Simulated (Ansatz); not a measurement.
GaP (zinc blende)

```
GaP
1.0
    0.00000     5.50603     5.50603
    2.75302     0.00000     2.75302
    2.75302     2.75302     0.00000
P Ga
2 2
Cartesian
  4.12952   4.12952   4.12952
  4.12952   6.88254   6.88254
  0.00000   0.00000   0.00000
  2.75302   2.75302   5.50603
```

A phonon eigenvector at L = (0.5, 0.0, 0.0) is frozen into this cell: atom i moves by Q times the vector below, so Q is the largest atomic displacement, in Å. The cell is held. It is one choice among 2 degenerate patterns. (q is in reciprocal vectors of the primitive cell; the cell shown is doubled to hold the pattern.)

```json
[
 {"atom": "P1", "x": "-0.285", "y": "0.520", "z": "-0.805"},
 {"atom": "P2", "x": "0.285", "y": "-0.520", "z": "0.805"},
 {"atom": "Ga3", "x": "-0.112", "y": "0.203", "z": "-0.315"},
 {"atom": "Ga4", "x": "0.112", "y": "-0.203", "z": "0.315"}
]
```

All values below come from PBE (plane waves to 420 eV, PAW, scalar-relativistic; Ansatz, an electronic-structure program). k mesh 5×10×10 (Γ-centred), Fermi-Dirac smearing 0.05 eV. GaP was relaxed with its symmetry unable to fall.

At one point of the scan the forces (eV/Å) are:

| atom | Fx | Fy | Fz |
|---|---|---|---|
| P1 | 0.244 | -0.376 | 0.555 |
| P2 | -0.138 | 0.319 | -0.516 |
| Ga3 | 0.116 | -0.277 | 0.452 |
| Ga4 | -0.221 | 0.335 | -0.491 |

### Question
Which point is it?
(A) Q = 0.033 Å
(B) Q = 0.100 Å
(C) Q = 0.050 Å
(D) Q = 0.083 Å

### Answer
C, Q = 0.050 Å

(A displaced cell: forces are minus the slopes of the energy, force constants its curvatures, and phonons follow from these.)
